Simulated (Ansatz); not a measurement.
A geometry of Hf away from equilibrium: step 3 of the relaxation of a generated cell, Hf placed in the AFLOW prototype A_oC8_64_f (A17, as in P). Calculation: PBEsol (plane waves to 420 eV, PAW, scalar-relativistic; Ansatz, a program for electronic structure). Γ-centred k-mesh 10×10×7 on the run's cell (coarser than for final values), Fermi–Dirac smearing 0.05 eV.

```
Hf
1.0
    1.72944    -5.49509     0.00000
    1.72944     5.49509     0.00000
    0.00000     0.00000     4.67435
Hf
4
Direct
  0.37541   0.62459   0.51687
  0.62459   0.37541   0.48313
  0.87541   0.12459   0.98313
  0.12459   0.87541   0.01687
```

Q: Give the Cartesian forces on all atoms (eV/Å).

A: 
| atom | Fx | Fy | Fz |
|---|---|---|---|
| Hf1 | 0.00 | 1.89 | -1.68 |
| Hf2 | 0.00 | -1.89 | 1.68 |
| Hf3 | 0.00 | 1.89 | 1.68 |
| Hf4 | 0.00 | -1.89 | -1.68 |

Q: What is the pressure?

A: -0.2 GPa, compression positive.

Q: How much energy per atom can still be gained by relaxing?

A: 0.38 eV/atom; the path ends in Fmmm (No. 69).

No spin polarisation in the result.

The run could not lose the symmetry of its start, so the end can be a saddle point.

The end of the path is a generated cell of Hf: the first start was made by placing the elements on the sites of a structure type, and the end was not matched to a known phase here, so it may be hypothetical. Known forms of Hf include space group No. 194.
